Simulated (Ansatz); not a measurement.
Relaxation of CaZn₂Ge₂

The calculation used DFT PBEsol, scalar-relativistic, plane waves, PAW in Ansatz. Run with 420 eV cutoff, 12×12×12 k-mesh, Gaussian smearing of 0.10 eV, no spin polarisation.

What was changed: relaxed at -2 GPa.

Command:

```bash
ansatz run input.yaml --threads 1 --pin off --max-ram 2560MiB --backend cpu --events-out ev --progress --plain --runs-dir out
```

Input:

```yaml
crystal:
  lattice:
    - [-2.1184487649, 2.1184487649, 5.3481944359]
    - [2.1184487649, -2.1184487649, 5.3481944359]
    - [2.1184487649, 2.1184487649, -5.3481944359]
  atoms:
    - { symbol: Ca, position: [0.0, 0.0, 0.0] }
    - { symbol: Zn, position: [0.75, 0.25, 0.5] }
    - { symbol: Zn, position: [0.25, 0.75, 0.5] }
    - { symbol: Ge, position: [0.383154667, 0.383154667, 0.0] }
    - { symbol: Ge, position: [0.616845333, 0.616845333, 0.0] }
basis:
  ecutwfc: 420
kpoints:
  mp_grid: { grid: [12, 12, 12] }
hamiltonian:
  xc: pbesol
scf:
  occupations: { method: gaussian, width: 0.1 }
output:
  forces: true
  stress: true
  eigenvalues: true
relax:
  adjacent_minimum: "off"
  f_tol: 0.008
  max_steps: 50
  cell: { stress_tol: 0.08, p_target: -2.0 }
```

F is the free energy. Steps run on the plane waves of an earlier cell, but the last one, and at times one on the way, on a freshly chosen basis, so a repeated geometry can differ a little in energy. The relaxation lowers the enthalpy F + PV at the target pressure, so F itself can rise.

Steps:

| step | F − F(1) (eV) | largest force component (eV/Å) | V (Å³/atom) | P (GPa) |
| --- | --- | --- | --- | --- |
| 1 | 0.0000 | 0.028 | 19.201 | -1.21 |
| 2 | 0.0100 | 0.002 | 19.409 | -1.82 |
| 3 | 0.0136 | 0.000 | 19.468 | -1.99 |
| 4 | 0.0132 | 0.000 | 19.468 | -2.00 |

Relaxed structure:

```xyz
5
Lattice="-2.1314 2.1314 5.3564 2.1314 -2.1314 5.3564 2.1314 2.1314 -5.3564" Properties=species:S:1:pos:R:3 pbc="T T T"
Ca    0.0000    0.0000    0.0000
Zn    0.0000    2.1314    2.6782
Zn    2.1314    0.0000    2.6782
Ge    0.0000    0.0000    4.0995
Ge    0.0000    0.0000    6.6134
```

Symmetry: I4/mmm, No. 139, tetragonal system. The conventional cell has a = 4.263 Å, b = 4.263 Å, c = 10.713 Å, α = 90.00°, β = 90.00°, γ = 90.00°. Ca (site symmetry 4/mmm) is surrounded by 8 Ge at 3.27 Å and 8 Zn at 3.42 Å. Around Zn (site symmetry -4m2) lie 4 Ge at 2.56 Å. Ge (site symmetry 4mm) is surrounded by 1 Ge at 2.51 Å and 4 Zn at 2.56 Å.

The run converged. The run took 2.7 min on 1 thread of Arm Neoverse V1 (shared host), peak memory 0.69 GiB.